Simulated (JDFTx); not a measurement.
An input for JDFTx (a modified build) (Ti(0001), CANDLE, water, 1 M KF; bohr, hartree) and the course of its log:

```
lattice \
  5.5477258648 2.7738629324 0.0000000000 \
  0.0000000000 4.8044715411 0.0000000000 \
  0.0000000000 0.0000000000 43.4637008664
coords-type Lattice
ion Ti 0.6666666668 0.6666666668 -0.1513323910 0
ion Ti 0.0000000002 0.0000000002 -0.0504441300 0
ion Ti 0.6666666668 0.6666666668 0.0504441300 0
ion Ti 0.0000000002 0.0000000002 0.1513323910 0
ion-species pseudo/ti_pbe_v1.4.upf
elec-cutoff 20 100
elec-ex-corr gga-PBE
coulomb-interaction Slab 001
coulomb-truncation-embed 0 0 0
kpoint-folding 8 8 1
elec-smearing Fermi 0.01
elec-n-bands 34
target-mu -0.163167
electronic-scf nIterations 100 energyDiffThreshold 1e-07
fluid LinearPCM
pcm-variant CANDLE
fluid-solvent H2O
fluid-cation K+ 1
fluid-anion F- 1
fluid-minimize nIterations 400 knormThreshold 1e-11
wavefunction read f0.wfns
elec-initial-eigenvals f0.eigenvals
elec-initial-fillings read f0.fillings
fluid-initial-state f0.fluidState
dump-name f0_u0.$VAR
dump End State Ecomponents EigStats BandEigs Forces ElecDensity IonicPositions Fillings Kpoints Dtot FluidDebug BoundCharge FluidDensity
```

```
[one cycle in 5 is shown, and the last three; fluid-solver lines are left out]
	FillingsUpdate:  mu: -0.163167000  nElectrons: 44.590956
SCF: Cycle:  0   G: -219.797925811320368   dG: +5.595e+00   |Residual|: 2.279e-01   |deigs|: 3.346e-09
	FillingsUpdate:  mu: -0.163167000  nElectrons: 47.673944
SCF: Cycle:  5   G: -225.359153691464513   dG: -9.104e-02   |Residual|: 2.373e-02   |deigs|: 2.972e-03
	FillingsUpdate:  mu: -0.163167000  nElectrons: 47.619166
SCF: Cycle: 10   G: -225.347561937078439   dG: +5.829e-03   |Residual|: 1.952e-02   |deigs|: 8.830e-05
	FillingsUpdate:  mu: -0.163167000  nElectrons: 47.513241
SCF: Cycle: 15   G: -225.324683889107490   dG: +3.288e-02   |Residual|: 2.128e-02   |deigs|: 4.008e-04
	FillingsUpdate:  mu: -0.163167000  nElectrons: 47.469060
SCF: Cycle: 20   G: -225.331902181806299   dG: -6.965e-02   |Residual|: 2.647e-02   |deigs|: 8.372e-04
	FillingsUpdate:  mu: -0.163167000  nElectrons: 47.431077
SCF: Cycle: 25   G: -225.315771835939017   dG: -1.244e-01   |Residual|: 2.896e-02   |deigs|: 1.239e-03
	FillingsUpdate:  mu: -0.163167000  nElectrons: 47.521102
SCF: Cycle: 30   G: -225.366996834150683   dG: -5.684e-03   |Residual|: 1.761e-02   |deigs|: 2.789e-04
	FillingsUpdate:  mu: -0.163167000  nElectrons: 47.048116
SCF: Cycle: 35   G: -225.202332675679571   dG: +4.042e-02   |Residual|: 4.641e-02   |deigs|: 3.546e-04
	FillingsUpdate:  mu: -0.163167000  nElectrons: 47.516917
SCF: Cycle: 40   G: -225.378901804205952   dG: -9.426e-02   |Residual|: 1.301e-02   |deigs|: 1.577e-03
	FillingsUpdate:  mu: -0.163167000  nElectrons: 47.658662
SCF: Cycle: 45   G: -225.395000569938162   dG: -2.720e-04   |Residual|: 2.590e-03   |deigs|: 3.379e-04
	FillingsUpdate:  mu: -0.163167000  nElectrons: 47.738154
SCF: Cycle: 50   G: -225.394170536551059   dG: +3.990e-04   |Residual|: 3.736e-03   |deigs|: 1.255e-04
	FillingsUpdate:  mu: -0.163167000  nElectrons: 47.587240
SCF: Cycle: 55   G: -225.393510239134201   dG: -2.611e-03   |Residual|: 4.794e-03   |deigs|: 1.880e-04
	FillingsUpdate:  mu: -0.163167000  nElectrons: 47.650856
SCF: Cycle: 60   G: -225.395336504122696   dG: -7.533e-06   |Residual|: 1.236e-04   |deigs|: 2.937e-05
	FillingsUpdate:  mu: -0.163167000  nElectrons: 47.645723
SCF: Cycle: 65   G: -225.395333034420503   dG: +2.752e-06   |Residual|: 2.190e-04   |deigs|: 8.559e-06
	FillingsUpdate:  mu: -0.163167000  nElectrons: 47.645024
SCF: Cycle: 70   G: -225.395336172081471   dG: +2.077e-07   |Residual|: 1.521e-04   |deigs|: 6.733e-06
	FillingsUpdate:  mu: -0.163167000  nElectrons: 47.647082
SCF: Cycle: 75   G: -225.395338026506408   dG: -7.396e-08   |Residual|: 1.301e-04   |deigs|: 1.921e-06
	FillingsUpdate:  mu: -0.163167000  nElectrons: 47.646477
SCF: Cycle: 80   G: -225.395334323296822   dG: +2.838e-06   |Residual|: 2.063e-04   |deigs|: 7.420e-06
	FillingsUpdate:  mu: -0.163167000  nElectrons: 47.644034
SCF: Cycle: 85   G: -225.395338639257204   dG: -1.379e-06   |Residual|: 4.331e-05   |deigs|: 8.968e-06
	FillingsUpdate:  mu: -0.163167000  nElectrons: 47.645733
SCF: Cycle: 90   G: -225.395336448596879   dG: -2.669e-07   |Residual|: 1.489e-04   |deigs|: 2.390e-06
	FillingsUpdate:  mu: -0.163167000  nElectrons: 47.645044
SCF: Cycle: 95   G: -225.395337117876522   dG: -1.190e-06   |Residual|: 1.339e-04   |deigs|: 2.991e-06
	FillingsUpdate:  mu: -0.163167000  nElectrons: 47.647913
SCF: Cycle: 97   G: -225.395326045656446   dG: +1.264e-05   |Residual|: 3.439e-04   |deigs|: 2.731e-05
	FillingsUpdate:  mu: -0.163167000  nElectrons: 47.644873
SCF: Cycle: 98   G: -225.395337576845378   dG: -1.153e-05   |Residual|: 1.166e-04   |deigs|: 1.876e-05
	FillingsUpdate:  mu: -0.163167000  nElectrons: 47.644774
SCF: Cycle: 99   G: -225.395337486361768   dG: +9.048e-08   |Residual|: 1.100e-04   |deigs|: 1.418e-06
SCF: None of the convergence criteria satisfied after 100 iterations.
IonicMinimize: Iter:   0  G: -225.395337486361768  |grad|_K:  0.000e+00
IonicMinimize: Converged (|grad|_K<1.000000e-04).
```

This run gave no converged result. The loop ran out of cycles short of its threshold. It has stalled and not diverged: the last ten energies span 1e-05 Ha, so the total is near its end, but levels, forces and the electron count aren't shown converged.
